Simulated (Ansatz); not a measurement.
CdSe in space group P6_3mc (No. 186; Cd on 2a, Cd on 2b, Se on 2a, Se on 2b), the program Ansatz at the LDA level (PAW). The conduction-band minimum lies at Γ, with 1 equivalent valley. Second derivatives d²E/dk² of the lowest band at one valley (eV·Å²), along Cartesian directions:

```json
[
 {"direction": "[100]", "d²E/dk²": "176.7"},
 {"direction": "[010]", "d²E/dk²": "176.7"},
 {"direction": "[001]", "d²E/dk²": "175.7"},
 {"direction": "[110]", "d²E/dk²": "176.7"},
 {"direction": "[101]", "d²E/dk²": "176.2"},
 {"direction": "[011]", "d²E/dk²": "176.2"}
]
```

Task: Find the principal effective masses, the density-of-states mass and the conductivity mass.

Result: Off-diagonal terms follow from H_xy = H[110] − (H_xx + H_yy)/2, and m*/mₑ = 7.620 eV·Å² over each eigenvalue: 0.043, 0.043, 0.043. One valley's DOS mass (m₁m₂m₃)^(1/3) = 0.043, conductivity mass 3/(Σ 1/mᵢ) = 0.043 mₑ.

Task: What effective density of states Nc follows at 300 K for parabolic valleys?

Result: Nc = 2.509e19 × 1 × (0.043)^(3/2) ≈ 2.2e17 cm⁻³.

A made-up cell: these elements were put on the sites of a structure type. Its sites differ from those of the usual phase in this space group: another stacking or structure type. The cell was relaxed with LDA under the symmetry of its start; phonons on a q-mesh show no instability. Scalar-relativistic: spin–orbit coupling is off unless named, which matters more the heavier the elements.

Potentials: the later of the program's two PAW sets.

Edges and masses are those of Kohn–Sham bands, whose gap is no quasiparticle gap.
